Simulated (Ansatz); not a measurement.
The start is a generated cell, Li placed in the omega structure type. Cell shape, volume and atoms are optimised at zero target pressure with r2SCAN (plane waves to 500 eV, PAW, scalar-relativistic; Ansatz, an electronic-structure program). The first steps use a coarse 8×8×11 k-mesh.

Input geometry:
```yaml
crystal:
  lattice:
    - [4.93028, 0.00000, 0.00000]
    - [-2.46514, 4.26975, 0.00000]
    - [0.00000, 0.00000, 2.99867]
  atoms:
    - { symbol: Li, position: [0.00000, 0.00000, 0.00000] }
    - { symbol: Li, position: [0.33333, 0.66667, 0.50000] }
    - { symbol: Li, position: [0.66667, 0.33333, 0.50000] }
```

By how much does the energy per atom fall from start to end?

Under 0.01 eV/atom.

How do the shortest distances between atoms change?

The closest pairs of elements (up to four, under 3.6 Å), start → end: Li–Li 2.85 → 2.88 Å.

What band gap does the relaxed structure have at this level?

Zero (metallic).

What does it relax into? Give the structure.


Space group P6/mmm (No. 191); a = b = 4.9807 Å, c = 2.9353 Å, α = β = 90.00°, γ = 120.00°

```
atom  site  symmetry       x       y       z
----  ----  --------  ------  ------  ------
Li      1a     6/mmm  0.0000  0.0000  0.0000
Li      2d      -6m2  0.3333  0.6667  0.5000
```

The space group stays P6/mmm (No. 191) (the run could not lower it), with 3 atoms in the primitive cell. Final values are on a 11×11×16 k-mesh of the relaxed cell. No spin polarisation in the result.

The run could not lose the symmetry of its start: the end is stationary, and may be a saddle point rather than a minimum.

All atoms sit on sites fixed by symmetry, so only the cell could relax.

The relaxed structure here is a generated cell of Li: the first start was made by placing the elements on the sites of a structure type, and the end was not matched to a known phase here, so it may be hypothetical. Known forms of Li include space group No. 229.
